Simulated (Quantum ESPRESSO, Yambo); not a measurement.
CsO (space group Immm, No. 71). Cell and atoms were relaxed with PBEsol from Materials Project entry mp-7896, within its symmetry. Chain: PBEsol (Quantum ESPRESSO, PseudoDojo norm-conserving, 84 Ry, without SOC); G0W0 in Yambo (4×4×4 Γ-centred k mesh, 110 bands and a 6 Ry block in the screening, 110 bands in G with the Bruneval-Gonze terminator, plasmon pole fitted at 27.2 eV); BSE (4×4×4 mesh, 5 valence and 12 conduction bands, static screening with 54 bands and a 4 Ry block, scissor 1.38 eV, Tamm-Dancoff).

| Item | Value |
|---|---|
| PBEsol gap (dense path) | 1.72 eV |
| PBEsol gap Γ → Γ on the GW mesh | 1.87 eV |
| PBEsol smallest direct gap on the GW mesh, at Γ | 1.87 eV |
| G0W0 direct gap at that point | 3.25 eV |
| G0W0 correction to the gap Γ → Γ | 1.38 eV |
| lowest exciton | no binding energy given (see below) |

Rough cost of the Yambo steps against G0W0 for 12 states: BSE about 1/6.

Convergence of the G0W0 settings was not tested. The mesh misses a band edge: along a dense path the PBEsol gap is 1.72 eV against 1.87 eV on the mesh. The BSE states are vertical excitations (zero momentum); the indirect quasiparticle gap, about 3.10 eV, is smaller than the direct one (3.25 eV on the GW mesh). The run can't give a binding energy: the direct gap on its mesh, 3.25 eV, isn't the smallest one (3.18 eV from the band path plus the scissor). Axes are Cartesian, with cell vectors (Å) (-2.13, 3.18, 3.72), (2.13, -3.18, 3.72), (2.13, 3.18, -3.72).

The structure is a Materials Project entry; no match was found in the copy of COD used, and its stability was not checked.
